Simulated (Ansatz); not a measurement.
CsPbBr₃: excitons and shallow donors from band masses and screening

Theory: Ansatz 0.2.0, DFT PBEsol, scalar-relativistic, plane waves, PAW.

Cutoff 420 eV; k points 6×6×6 on the computed 5-atom cell (Γ-centred); Gaussian smearing, width 0.02 eV; no spin polarisation.

Relaxed cell: Pm-3m, a = 5.870 Å, b = 5.870 Å, c = 5.870 Å, α = 90.00°, β = 90.00°, γ = 90.00°, 5 atoms in the primitive cell. Whether it is the stable form of this composition wasn't checked.

The calculation gives a Kohn–Sham gap of 1.43 eV, an electron mass of 0.191 mₑ and a hole mass of 0.135 mₑ (harmonic means over x, y, z and over the bands degenerate at each edge), and ε∞ = 5.31 (independent particles, mean of the diagonal).

**Question.** Estimate the binding energy and radius of a Wannier–Mott exciton and of a shallow donor, and say whether the hydrogenic model can hold.

**Answer.** The reduced mass is μ = mₙmₕ/(mₙ + mₕ) = 0.079 mₑ, with mₙ and mₕ the band masses. With E_b = 13.606 eV × μ/ε² and a = 0.529 Å × ε/μ (μ in mₑ) the exciton has E_b = 38 meV and a = 36 Å. For a donor μ is the electron mass: 92 meV and 14.7 Å. The exciton's radius is 6 times the shortest lattice vector (5.87 Å), so the continuum picture is reasonable. In a polar crystal the ions screen too, so a state bound more weakly than an optical phonon feels the larger static constant, which lowers the energy and widens the orbit. The other way, the small Kohn–Sham gap and the missing local fields make ε∞ too large and the masses tend to be too light, which underbinds.

Spin-orbit coupling is left out, which matters for the bands of heavy elements.

Symmetry holds off the tilts and polar distortions that many cubic perovskites undergo.